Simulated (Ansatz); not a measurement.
Mg2O in space group R-3m (No. 166; Mg on 6c, O on 3a) under volume change, PBE+D3(BJ) (plane waves, PAW; program Ansatz), shape and atoms relaxed at each volume.

```csv
V (Å³/atom),E − E(relaxed) (meV/atom),P (GPa)
12.022,31.2,9.16
12.418,13.2,5.58
12.814,3.2,2.59
13.211,0.0,0.00
13.607,2.9,-2.28
14.003,10.9,-4.18
14.400,23.3,-5.80
```

**Question.** What does a third-order Birch–Murnaghan fit give for V₀, B₀ and B′?

**Answer.** V₀ = 13.21 Å³/atom, B₀ = 80.2 GPa, B′ = 4.1.

The start of the workflow was typed in or built on a structure type; neither database checked (COD, Materials Project) lists it. Its standing as an ambient phase is unchecked. The cell was relaxed with PBE+D3(BJ) under the symmetry of its start; whether a distortion lowers the energy is not shown. The volume moved by -17 % from the start of the relaxation.

Potentials: the earlier of the program's two PAW sets.
